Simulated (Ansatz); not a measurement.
**Relaxing a structure of Sr**

The start is a generated cell, Sr built in the omega structure type. The cell and all atomic positions are relaxed at zero pressure with r2SCAN (plane waves to 500 eV, PAW, scalar-relativistic; Ansatz, an electronic-structure program). The first steps use a coarse 6×6×8 k-mesh.

Starting cell:
```
Sr
1.0
    6.81720     0.00000     0.00000
   -3.40860     5.90387     0.00000
    0.00000     0.00000     4.14633
Sr
3
Cartesian
  0.00000   0.00000   0.00000
  0.00000   3.93591   2.07317
  3.40860   1.96796   2.07317
```

**Question.** How does the volume per atom move from start to end?

**Answer.** +3.3 %, from 55.63 to 57.47 Å³/atom.

**Question.** What band gap does the relaxed structure have at this level?

**Answer.** No gap (metallic).

The space group stays P6/mmm (No. 191) (the run could not lower it), with 3 atoms in the primitive cell. Final values are on a 8×8×11 k-mesh of the relaxed cell. No spin polarisation in the result.

The run could not lose the symmetry of its start, so the end can be a saddle point.

All atoms sit on sites fixed by symmetry, so only the cell could relax.

The relaxed structure here is a generated cell of Sr: the first start was made by placing the elements on the sites of a structure type, and the end was not matched to a known phase here, so it may be hypothetical. Known forms of Sr include space group No. 225.
